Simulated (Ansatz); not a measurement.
ScIn3 (Cu3Au type, Pm-3m) at seven volumes, plane-wave PAW r²SCAN (Ansatz code), scaled uniformly. One row is withheld.

```
V (Å³/atom)  P (GPa)
-----------  -------
20.654          7.42
21.335          4.53
22.016             ?
22.697          0.00
23.378         -1.79
24.059         -3.31
24.740         -4.61
```

Fit the shown pressures and predict the withheld one.

Third-order Birch–Murnaghan: P = (3/2)B₀(x^(7/2) − x^(5/2))[1 + (3/4)(B′ − 4)(x − 1)] with x = (V₀/V)^(2/3). Least squares on the six rows gives V₀ = 22.695 Å³/atom, B₀ = 64.27 GPa, B′ = 4.29. At V = 22.016, x = 1.0205 and P = 2.08 GPa. The run itself gave 2.09 GPa.

The workflow started from an entry of the Crystallography Open Database (COD). Whether it is the stable phase at ambient conditions was not checked. Symmetry was held in the r²SCAN relaxation; its stability against distortions is not shown here. The run is not spin-polarised.

Potentials: the later of the program's two PAW sets.
